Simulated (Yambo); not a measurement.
**How GW settings move the gap: LiHS**

G0W0@LDA for LiHS (space group Pmc2_1, No. 26) in Yambo. Reference settings: 2×4×1 Γ-centred k mesh, bands 5 to 257 and a 7 Ry block in the screening, 257 bands in G with the Bruneval-Gonze terminator, plasmon pole fitted at 27.2 eV. The LDA gap Γ → Γ on this mesh is 3.23 eV; G0W0 gaps are taken between the same points.

| change from the reference | G0W0 gap Γ → Γ (eV) | shift of the valence edge (eV) | rough Yambo cost |
|---|---|---|---|
| reference settings | 5.74 | -1.44 | 1 |
| 55 bands in W, 55 bands in G | 5.76 | -0.95 | about 1/5 |
| 91 bands in W, 91 bands in G | 5.72 | -1.18 | about 1/2 |
| wavefunctions cut at 20 Ry | 5.74 | -1.44 | within a factor of two |
| wavefunctions cut at 50 Ry | 5.74 | -1.44 | within a factor of two |
| exchange cut at 20 Ry | 5.74 | -1.44 | – |
| exchange cut at 5 Ry | 5.59 | -1.06 | – |
| 55 bands in W, 55 bands in G, 2 Ry block | 5.60 | -0.84 | about 1/9 |
| 91 bands in W, 91 bands in G, 4 Ry block | 5.63 | -1.10 | about 1/5 |
| 138 bands in W, 138 bands in G, 4 Ry block | 5.60 | -1.20 | about 1/3 |
| 197 bands in W, 197 bands in G, 2 Ry block | 5.36 | -1.02 | about 1/3 |
| 138 bands in W, 138 bands in G, 6 Ry block | 5.70 | -1.29 | about 1/2 |
| 2 Ry block | 5.36 | -1.03 | about 1/2 |
| 138 bands in W, 138 bands in G, 3 Ry block, no terminator | 5.47 | -1.01 | about 1/4 |
| 91 bands in W, 91 bands in G, no terminator | 5.66 | -0.93 | about 1/3 |

The reference isn't shown to be the converged limit. Costs are rough (shared machines), scaled to the same edge states, and given only for runs that recompute the screening.

Geometry of the Materials Project entry, not relaxed at this level; primitive cell a = 6.1011 Å, b = 3.9234 Å, c = 7.8328 Å, α = 90.00°, β = 90.00°, γ = 90.00°.

A shift is the quasiparticle energy of the state minus its LDA energy.
